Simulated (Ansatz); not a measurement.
**TaN: levels along high-symmetry lines**

```yaml
crystal:
  lattice:
    - [5.19600, 0.00000, 0.00000]
    - [-2.59800, 4.49987, 0.00000]
    - [0.00000, 0.00000, 2.91100]
  atoms:
    - { symbol: Ta, position: [0.33333, 0.66667, 0.50000] }
    - { symbol: Ta, position: [0.66667, 0.33333, 0.50000] }
    - { symbol: Ta, position: [0.00000, 0.00000, 0.00000] }
    - { symbol: N, position: [0.39285, 0.00000, 0.00000] }
    - { symbol: N, position: [0.60715, 0.60715, 0.00000] }
    - { symbol: N, position: [0.00000, 0.39285, 0.00000] }
```

Atom numbers follow the list: Ta1, Ta2, Ta3, N4, N5, N6.

The conventional cell has a = 5.196 Å, b = 5.196 Å, c = 2.911 Å, α = 90.00°, β = 90.00°, γ = 120.00°. Ta (atom 1) has 6 N at 2.16 Å as nearest neighbours. Ta (atom 3) has 3 N at 2.04 Å as nearest neighbours. N (atom 4) has 5 Ta at 2.04 to 2.16 Å as nearest neighbours.

The geometry is COD entry 2106407, unchecked; take it as a test cell.

No spin–orbit coupling, which matters for the heavy atoms here.

Computed with Ansatz 0.2.0, DFT, PBEsol, all-electron LAPW, scalar-relativistic.

Settings: a Γ-centred 6×6×9 k mesh, Fermi–Dirac smearing of 0.01 eV, basis error target 1 meV/atom, no spin polarisation.

Points in fractions of the reciprocal vectors of this cell: Γ (0, 0, 0), M (0.5, 0, 0), K (0.333, 0.333, 0), A (0, 0, 0.5), L (0.5, 0, 0.5), H (0.333, 0.333, 0.5). The path joins them by straight lines in the order Γ–M–K–Γ–A–L–H–A–L; legs that retrace an earlier one aren't tabulated. Energies are in eV from the Fermi level.

Problem. Is there a gap?

Solution. none: bands cross the Fermi level, a metal.

Problem. List the levels between -20 and 6.5 eV at the symmetry points.

Solution. 
Γ: -18.23, -15.50 (×2), -9.38, -6.54 (×2), -6.47, -5.73 (×2), -5.00 (×2), -4.22, -3.30, -1.90, -0.89 (×2), 0.59 (×2), 1.85, 1.93 (×2), 2.55, 3.20 (×2), 5.26 (×2)
M: -17.11, -16.65, -15.66, -8.73, -7.95, -7.77, -5.79, -5.62, -5.19, -4.67, -4.58, -3.86, -3.84, -2.82, -2.62, 1.21, 1.81, 1.93, 2.42, 2.44, 2.57, 3.47, 3.56, 4.29, 4.30, 4.61, 5.76, 5.93, 6.02
K: -16.79 (×2), -15.86, -8.26 (×2), -8.17, -5.70, -5.06 (×2), -4.98 (×2), -3.99, -3.67, -2.57 (×2), 1.24, 1.69 (×2), 2.05, 2.71 (×2), 2.97, 4.22 (×2), 4.56 (×2), 5.58, 6.17
A: -16.10 (×2), -15.93, -9.01, -7.87 (×2), -7.22 (×2), -5.35, -4.45 (×2), -4.31, -2.85 (×2), 1.94 (×2), 2.02, 2.21 (×2), 3.31 (×2), 3.60 (×2), 4.31, 4.72, 4.92
L: -16.33, -15.97, -15.63, -8.61, -7.79, -7.63, -7.60, -6.91, -6.26, -5.42, -4.68, -3.98, -3.24, -1.93, -0.92, 0.53, 1.37, 3.28, 3.32, 3.41, 3.73, 4.29, 4.83, 5.50, 5.97, 6.14
H: -16.42, -15.75 (×2), -8.13 (×2), -7.30 (×2), -6.94, -6.79, -6.55, -3.99 (×2), -2.53 (×2), -1.69, 2.53 (×2), 2.58, 2.63 (×2), 3.75, 4.06 (×2), 6.25, 6.26 (×2), 6.28
